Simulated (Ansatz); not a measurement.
## Two states of MnIn$_{2}$O$_{4}$

```yaml
crystal:
  lattice:
    - [0.00000, 4.02527, 0.00000]
    - [4.02527, 0.00000, 0.00000]
    - [2.01263, 2.01263, -6.14421]
  atoms:
    - { symbol: Mn, position: [0.00000, 0.00000, 0.00000] }
    - { symbol: O, position: [0.50000, 0.00000, 0.00000] }
    - { symbol: O, position: [0.00000, 0.50000, 0.00000] }
    - { symbol: In, position: [0.35290, 0.35290, 0.29420] }
    - { symbol: In, position: [0.64710, 0.64710, 0.70580] }
    - { symbol: O, position: [0.75000, 0.25000, 0.50000] }
    - { symbol: O, position: [0.25000, 0.75000, 0.50000] }
```

Level: r2SCAN; 500 eV; 5×5×5 Γ-centred mesh; fermi-dirac occupations (width 0.1 eV); Ansatz 0.2.0, fixed geometry.

State A: Mn1 up (collinear spin). State B: no moments (no spin polarisation).

**Question.** Which state is lower, and how do they differ?

**Answer.** State A is lower by 468.2 meV an atom at zero smearing; in free energy at this smearing B lies +454.6 meV an atom from A.

| state | free energy (meV/atom) | largest moment in a small sphere (μB) | net moment (μB/cell) | gap on mesh (eV) | pressure (GPa) | largest force (eV/Å) |
| --- | --- | --- | --- | --- | --- | --- |
| A | 0.0 | 3.75 | 4.52 | metal | -17.7 | 2.41 |
| B | 454.6 | 0.00 | 0.00 | metal | -25.4 | 2.76 |

Origin: a known structure type with other elements, at an estimated volume, so it need not be a known compound. Caveats: semilocal functionals often miss the gap of such magnets; the k mesh is coarse if the cell is a metal; atoms or cell far from equilibrium; odd electron count without spin polarisation, so a magnetic state may lie lower.
